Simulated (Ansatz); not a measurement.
An Ansatz (an electronic-structure program) run. Input:

Ansatz 0.2 input:
```yaml
crystal:
  lattice:
    - [3.9596026446, 0.0, 0.0]
    - [0.0, 3.9661484357, 0.0]
    - [0.0, 0.0, 5.5958530452]
  atoms:
    - { symbol: Si, position: [0.75, 0.0, 0.8809527955] }
    - { symbol: Si, position: [0.25, 0.0, 0.1190472045] }
    - { symbol: Ge, position: [0.25, 0.5, 0.3685422316] }
    - { symbol: Ge, position: [0.75, 0.5, 0.6314577684] }
kpoints:
  mp_grid: { grid: [6, 6, 4] }
  band_path:
    path:
      - [[0.0, 0.0, 0.0], [0.5, 0.0, 0.0], [0.5, 0.5, 0.0], [0.0, 0.5, 0.0], [0.0, 0.0, 0.0], [0.0, 0.0, 0.5], [0.5, 0.0, 0.5], [0.5, 0.5, 0.5], [0.0, 0.5, 0.5], [0.0, 0.0, 0.5]]  # Γ-X-S-Y-Γ-Z-U-R-T-Z
      - [[0.5, 0.0, 0.0], [0.5, 0.0, 0.5]]  # X-U
      - [[0.0, 0.5, 0.0], [0.0, 0.5, 0.5]]  # Y-T
      - [[0.5, 0.5, 0.0], [0.5, 0.5, 0.5]]  # S-R
      - [VBM, CBM]
    npoints: 6
basis: { xc_grid: 2 }
hamiltonian:
  xc: pbe
  pseudopotentials: { azcp: { folder: ./paw }, kind: paw_fr }
magnetization: { noncollinear: true, spin_orbit: true }
scf:
  n_extra_bands: 12
  convergence: { dr2_threshold: 0.0000000001 }
  occupations: { method: gaussian, width: 0.01 }
checkpoint: { write: soc.run }
output: { eigenvalues: true }
```

Output (shortened):

```
Pseudopotential: Si, paw, valence charge 4
Pseudopotential: Ge, paw, valence charge 14
Functional definition: PBE
non-collinear run that drives no moment, with spin-orbit …
Crystal: 4 atoms, lattice volume = 87.879 Å³
Basis set: ecut = 420 eV, 1715 PW (Γ), exchange–correlation on 54×54×80 points (8 copies of the dense FFT grid, shifted against one another)
Bands: 48, of which v1, the nominal top of the filled ones, is band 36 counted from 1 (35 counted from 0)
Symmetry: 8 space group operations + 8 with time reversal
k-points: 48 of 144
Projection manifold: j_resolved (fully-relativistic pseudo-atomic orbitals)
SCF iter   1: F=—  HF=-9861.914006 eV  |F-HF|=—  |Δ(HF+E_count)|=         —  Δρ=4.01e-2  dr2=1.26e0  dr2_m=0.00e0 (ungated)  ethr=3.10e-3  |M|=0.00e0 ∫|m|=0.00e0 μB  |m|>n=0.0e0 m-floor=0.0e0 τ_xc=0.0e0  β_m=0.30  ⟨swp⟩=7.2  Hψ=5814  notcnv=0  defer=10
preconditioner: auto → Resta (q_TF=auto, 2.351 Å⁻¹)
spin=Noncollinear: Resta preconditioning applied to the charge; magnetization (m_x, m_y, m_z) channels mix plain (no charge-response kernel on spin).
SCF iter   2: F=—  HF=-9861.820992 eV  |F-HF|=—  |Δ(HF+E_count)|=   9.30e-2  Δρ=3.04e-2  dr2=7.30e-1  dr2_m=0.00e0 (ungated)  ethr=3.10e-3  |M|=0.00e0 ∫|m|=0.00e0 μB  |m|>n=0.0e0 m-floor=0.0e0 τ_xc=0.0e0  β_m=0.65  ⟨swp⟩=1.0  Hψ=1344  notcnv=0  defer=30
SCF iter   3: F=—  HF=-9861.705257 eV  |F-HF|=—  |Δ(HF+E_count)|=   1.16e-1  Δρ=2.56e-3  dr2=9.39e-3  dr2_m=0.00e0 (ungated)  ethr=2.03e-3  |M|=0.00e0 ∫|m|=0.00e0 μB  |m|>n=0.0e0 m-floor=0.0e0 τ_xc=0.0e0  β_m=0.68  ⟨swp⟩=2.4  Hψ=1359  notcnv=0  defer=84
SCF iter   4: F=—  HF=-9861.708992 eV  |F-HF|=—  |Δ(HF+E_count)|=   3.73e-3  Δρ=1.51e-3  dr2=2.32e-3  dr2_m=0.00e0 (ungated)  ethr=2.61e-5  |M|=0.00e0 ∫|m|=0.00e0 μB  |m|>n=0.0e0 m-floor=0.0e0 τ_xc=0.0e0  β_m=0.72  ⟨swp⟩=2.1  Hψ=2106  notcnv=0  defer=298
SCF iter   5: F=—  HF=-9861.710873 eV  |F-HF|=—  |Δ(HF+E_count)|=   1.88e-3  Δρ=6.06e-4  dr2=3.78e-4  dr2_m=0.00e0 (ungated)  ethr=6.44e-6  |M|=0.00e0 ∫|m|=0.00e0 μB  |m|>n=0.0e0 m-floor=0.0e0 τ_xc=0.0e0  β_m=0.86  ⟨swp⟩=2.6  Hψ=2062  notcnv=0  defer=298
SCF iter   6: F=—  HF=-9861.711477 eV  |F-HF|=—  |Δ(HF+E_count)|=   6.04e-4  Δρ=1.07e-4  dr2=1.05e-5  dr2_m=0.00e0 (ungated)  ethr=1.05e-6  |M|=0.00e0 ∫|m|=0.00e0 μB  |m|>n=0.0e0 m-floor=0.0e0 τ_xc=0.0e0  β_m=0.89  ⟨swp⟩=2.1  Hψ=2013  notcnv=0  defer=298
SCF iter   7: F=—  HF=-9861.711499 eV  |F-HF|=—  |Δ(HF+E_count)|=   2.17e-5  Δρ=1.90e-5  dr2=1.81e-7  dr2_m=0.00e0 (ungated)  ethr=2.93e-8  |M|=0.00e0 ∫|m|=0.00e0 μB  |m|>n=0.0e0 m-floor=0.0e0 τ_xc=0.0e0  β_m=0.95  ⟨swp⟩=2.0  Hψ=1867  notcnv=0  defer=298
SCF iter   8: F=—  HF=-9861.711502 eV  |F-HF|=—  |Δ(HF+E_count)|=   2.55e-6  Δρ=3.19e-6  dr2=6.16e-9  dr2_m=0.00e0 (ungated)  ethr=5.03e-10  |M|=0.00e0 ∫|m|=0.00e0 μB  |m|>n=0.0e0 m-floor=0.0e0 τ_xc=0.0e0  β_m=0.97  ⟨swp⟩=2.0  Hψ=1978  notcnv=0  defer=298
SCF iter  10: F=-9861.711502 eV  HF=-9861.711502 eV  |F-HF|=3.27e-11  |Δ(HF+E_count)|=  8.84e-10  Δρ=1.41e-7  dr2=3.58e-11  dr2_m=0.00e0 (ungated)  ethr=1.00e-12  |M|=0.00e0 ∫|m|=0.00e0 μB  |m|>n=0.0e0 m-floor=0.0e0 τ_xc=0.0e0  ⟨swp⟩=10.4  Hψ=4191  notcnv=0
SCF 1 converged in 10 iterations: F = -9861.711502 eV  dr2 = 3.58e-11
NSCF: frozen V_eff on 64 k-points
NSCF: frozen V_eff on 64 k-points
NSCF: frozen V_eff on 64 k-points
NSCF: frozen V_eff on 64 k-points
NSCF: frozen V_eff on 50 k-points
NSCF: frozen V_eff on 43 k-points
NSCF: frozen V_eff on 17 k-points
NSCF: frozen V_eff on 14 k-points
NSCF: frozen V_eff on 14 k-points
NSCF: frozen V_eff on 14 k-points
NSCF: frozen V_eff on 14 k-points
NSCF: frozen V_eff on 83 k-points
SCF converged after 10 iterations
Magnetization: |M| = 0.0000 μB,  M = (+0.0000, +0.0000, +0.0000) μB
Absolute magnetization: 0.0000 μB (∫|m|)
  site 0: m = (+0.0000, +0.0000, +0.0000) μB, |m| = 0.0000 μB  (R = 0.98 Å)
  site 1: m = (+0.0000, +0.0000, +0.0000) μB, |m| = 0.0000 μB  (R = 0.98 Å)
  site 2: m = (+0.0000, +0.0000, +0.0000) μB, |m| = 0.0000 μB  (R = 1.00 Å)
  site 3: m = (+0.0000, +0.0000, +0.0000) μB, |m| = 0.0000 μB  (R = 1.00 Å)
Free energy (F): -9861.711502 eV
Harris-Foulkes:  -9861.711502 eV  (|F-HF|=3.27e-11)
Internal energy: -9861.711502 eV  (E = F + TS)
E sigma→0 (E₀):  -9861.711502 eV
Fermi energy:    7.302828 eV
--- Per-component energies (eV) ---
  E_band       = -315.528486
  E_kinetic    = 265.179581
  E_local      = -5234.262823  (includes V_loc(G=0)·N_el)
  E_nonlocal   = 481.345736
  E_hartree    = 2492.070575
  E_xc         = -255.188973
  E_vxc        = -224.389340  (∫ρ·V_xc dr)
  E_paw        = -5050.880787  (= ΣΔE_a)
  E_vpaw       = -587.542945  (= ΣTr[D̂ρ^β])
  E_aug_tail   = 0.000106  (compensation charges beyond the density's cutoff)
  E_ewald      = -2559.974916
  E_smearing   =  0.000000  (= −TS)
  E_closure    =  0.000000  (closes the sum)
  Σ components = -9861.711502   (vs F -9861.711502, Δ=0.00e0)
  [band-id]    e_kinetic+e_local+e_nonlocal+2·e_hartree+e_vxc+e_vpaw+e_augmentation_tail = -315.528536   (vs E_band -315.528486, Δ=-5.00e-5)
--- Band table (eV; the first three rows and the last of 48) ---
  k-point 0: bands = ["-17.6456", "-17.6456", "-17.5995", "-17.5995", "-17.5938", "-17.5938", "-17.5869", "-17.5869", "-17.0787", "-17.0787", "-17.0558", "-17.0558", "-17.0172", "-17.0172", "-16.9853", "-16.9853", "-16.9596", "-16.9596", "-16.9385", …
  k-point 1: bands = ["-17.6455", "-17.6455", "-17.5995", "-17.5995", "-17.5938", "-17.5938", "-17.5870", "-17.5870", "-17.0787", "-17.0787", "-17.0558", "-17.0558", "-17.0171", "-17.0171", "-16.9854", "-16.9854", "-16.9596", "-16.9596", "-16.9387", …
  k-point 2: bands = ["-17.6454", "-17.6454", "-17.5995", "-17.5995", "-17.5938", "-17.5938", "-17.5871", "-17.5871", "-17.0787", "-17.0787", "-17.0558", "-17.0558", "-17.0170", "-17.0170", "-16.9854", "-16.9854", "-16.9595", "-16.9595", "-16.9388", …
  k-point 47: bands = ["-17.6252", "-17.6252", "-17.6252", "-17.6252", "-17.5822", "-17.5822", "-17.5822", "-17.5822", "-17.0603", "-17.0603", "-17.0603", "-17.0603", "-17.0072", "-17.0072", "-17.0072", "-17.0072", "-16.9492", "-16.9492", "-16.9492", …
```

Cost: around 4 core-minutes (rough) on shared cores.

Space group Pmma. The start of the workflow was typed in or built on a structure type; neither database checked (COD, Materials Project) lists it. Its standing as an ambient phase is unchecked. The PBE relaxation kept the symmetry of its start; whether a distortion lowers the energy is not shown.

Potentials: the earlier of the program's two PAW sets.

Ansatz is a plane-wave DFT program.
